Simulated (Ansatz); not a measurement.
Cu3Au (Cu3Au type), relaxed and computed with several functionals in Ansatz (plane waves, PAW).

| functional | a (Å) | B₀ by P(V) fit (GPa) |
|---|---|---|
| PBE | 3.780 | 141 |
| LDA | … | … |
| PBEsol | 3.713 | 171 |

Problem. Complete the blanks.

Solution. 
- LDA, a (Å): 3.671
- LDA, B₀ by P(V) fit (GPa): 190

All cells were relaxed under the symmetry of their starts (and spin orders); stability against distortions was not tested throughout. Named crystals with no word on spin ran without spin polarisation. Spin–orbit coupling is left out wherever it is not named.

Potentials: the earlier of the program's two PAW sets. The files were generated under PBE; for other functionals the program regenerates the frozen cores, and for LDA and PBEsol the local potential too.

Ansatz (an electronic-structure program) is a plane-wave DFT program.
